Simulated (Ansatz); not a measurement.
Al₂O₃:
Space group R-3c, hexagonal axes (No. 167); a = b = 4.774 Å, c = 13.014 Å, α = β = 90.00°, γ = 120.00°

| atom | site | symmetry | x | y | z |
|---|---|---|---|---|---|
| Al | 12c | 3. | 0.0000 | 0.0000 | 0.1479 |
| O | 18e | .2 | 0.3059 | 0.3059 | 0.2500 |
(The calculation used a cell of 10 atoms; values per cell refer to that cell.)

Relaxed with PBEsol.

**Question.** Decompose the optical modes at the zone centre into irreducible representations, and say which are infrared and Raman allowed.

**Answer.** Point group -3m: Γ_opt = 2A1g + 2A1u + 3A2g + 2A2u + 5Eg + 4Eu. Infrared: A2u, Eu. Raman: A1g, Eg.

**Question.** Assign frequencies (DFPT, PBEsol (plane waves, PAW; program Ansatz); without the LO–TO term).

**Answer.** A2g 298, Eg 364, Eu 377, A2u 383, A1g 405, Eg 420, Eu 425, Eg 434, A2g 514, Eu 556, Eg 562, A2u 567, A1u 589, Eu 614, A1g 624, A1u 674, Eg 729, A2g 731 cm⁻¹.

The cell was relaxed with PBEsol under the symmetry of its start; of distortions, only those at the zone centre were tested.

Potentials: the later of the program's two PAW sets.
